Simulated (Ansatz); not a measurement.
This Mg3S2O structure is the end of a relaxation. The cell was found from a structure generator's guess, not taken from experiment.

Level of theory: DFT PBE, scalar-relativistic, plane waves, PAW (Ansatz 0.2.0). Cutoff 420 eV, Γ-centred mesh, Gaussian smearing, no spin polarisation.

```yaml
crystal:
  lattice:
    - [10.86182, 0.00000, 0.00000]
    - [-5.43091, 9.40661, 0.00000]
    - [0.00000, 0.00000, 4.24359]
  atoms:
    - { symbol: Mg, position: [0.00000, 0.00000, 0.00000] }
    - { symbol: Mg, position: [0.33333, 0.66667, 0.00000] }
    - { symbol: Mg, position: [0.66667, 0.33333, 0.00000] }
    - { symbol: S, position: [0.33333, 0.66667, 0.50000] }
    - { symbol: S, position: [0.66667, 0.33333, 0.50000] }
    - { symbol: O, position: [0.00000, 0.00000, 0.50000] }
```

Formation energies are uncorrected and refer to the elements' standard structures at the same level (O₂ as a molecule).

(1) Find its symmetry and describe it.

(2) How far does it lie from the elements in energy?

(3) Is it a metal?

## Answers

(1) P6/mmm (No. 191). Conventional cell: a = 10.862 Å, c = 4.244 Å. Mg on a site of symmetry 6/mmm is surrounded by 2 O at 2.12 Å; around Mg on a site of symmetry -6m2 lie 2 S at 2.12 Å; around S lie 2 Mg at 2.12 Å; O has 2 Mg at 2.12 Å.

(2) −0.454 eV/atom.

(3) No, the gap on the 3×3×6 mesh is 1.54 eV.

The last run used a 3×3×6 mesh (in the run's order of axes) for its 6-atom cell and Gaussian smearing of 0.02 eV. Weakly bound directions are ill-defined at this level, which has no dispersion term. Kohn–Sham gaps at this level usually fall short of measured ones. The reference form of S is held partly by dispersion forces, which this level lacks. Symmetry constrained the relaxation, so the result can be a saddle point. Another cell of Mg3S2O relaxed alike, in Ama2, lies 1.28 eV/atom lower, so this cell isn't the stable form at this level.
